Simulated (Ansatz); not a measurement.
Sr (fcc, Cu type)

```xyz
1
Lattice="0.0000 3.0499 3.0499 3.0499 0.0000 3.0499 3.0499 3.0499 0.0000" Properties=species:S:1:pos:R:3 pbc="T T T"
Sr     0.0000     0.0000     0.0000
```

The volume is varied about the relaxed value V₀ at fixed cell shape. Symmetry pins the atoms to their sites.

Method: r2SCAN (plane waves to 500 eV, PAW, scalar-relativistic; Ansatz, a quantum-chemistry and plane-wave program). k mesh 13×13×13 (Γ-centred), Fermi-Dirac smearing 0.05 eV. Energies are smeared free energies. Sr was relaxed with its symmetry unable to fall. The zero of ΔE is the relaxed starting cell. The last digit holds for this mesh only.

```json
[
 {"V (Å³/atom)": "53.338", "ΔE (meV/atom)": "8.2"},
 {"V (Å³/atom)": "53.905", "ΔE (meV/atom)": "5.6"},
 {"V (Å³/atom)": "54.473", "ΔE (meV/atom)": "3.6"},
 {"V (Å³/atom)": "55.040", "ΔE (meV/atom)": "2.0"},
 {"V (Å³/atom)": "55.608", "ΔE (meV/atom)": "0.9"},
 {"V (Å³/atom)": "56.175", "ΔE (meV/atom)": "0.2"},
 {"V (Å³/atom)": "56.742", "ΔE (meV/atom)": "0.0"},
 {"V (Å³/atom)": "57.310", "ΔE (meV/atom)": "0.2"},
 {"V (Å³/atom)": "57.877", "ΔE (meV/atom)": "0.8"},
 {"V (Å³/atom)": "58.445", "ΔE (meV/atom)": "1.7"},
 {"V (Å³/atom)": "59.012", "ΔE (meV/atom)": "3.1"},
 {"V (Å³/atom)": "59.580", "ΔE (meV/atom)": "4.8"},
 {"V (Å³/atom)": "60.147", "ΔE (meV/atom)": "6.9"}
]
```

What bulk modulus B₀ follows from a third-order Birch-Murnaghan fit?

11.8 GPa.

What is the fitted pressure derivative B₀′?

2.7.

(A scan under strain: stresses follow from slopes of the energy per volume, elastic moduli from its curvatures.)
